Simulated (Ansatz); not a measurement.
KPH₂O₄:
```
KPH2O4
1.0
    0.00000     5.30062     3.47252
    5.25872     0.00000     3.47252
    5.25872     5.30062     0.00000
K H P O
2 4 2 8
Direct
  0.24687   0.24687   0.75313
  0.49687   0.49687   0.00313
  0.02859   0.73087   0.40110
  0.73087   0.02859   0.83944
  0.41056   0.84890   0.51913
  0.84890   0.41056   0.22141
  0.76635   0.76635   0.23365
  0.01635   0.01635   0.48365
  0.21341   0.05002   0.51875
  0.05002   0.21341   0.21782
  0.03218   0.73125   0.19998
  0.73125   0.03218   0.03659
  0.72953   0.02744   0.70255
  0.02744   0.72953   0.54047
  0.70953   0.54745   0.22256
  0.54745   0.70953   0.52047
```

Relaxed with r²SCAN.

Q: Give the Bader charges and basin volumes of the independent atoms, plane-wave PAW r²SCAN (Ansatz code).

A: 

```csv
atom,Bader charge (e),Bader volume (Å³)
K1,+0.90,20.1
H3,+0.66,1.2
P7,+3.87,2.9
O9,-1.55,17.9
O13,-1.50,17.5
```

Space group Fdd2. The workflow started from a Materials Project entry (that database holds measured and hypothetical structures alike); the Crystallography Open Database files this formula in space group No. 43, but the cells were not matched. Its standing as an ambient phase is unchecked. The r²SCAN relaxation kept the symmetry of its start; whether a distortion lowers the energy is not shown.

Potentials: the earlier of the program's two PAW sets. The files were generated under PBE; for other functionals the program regenerates the frozen cores, and for LDA and PBEsol the local potential too.
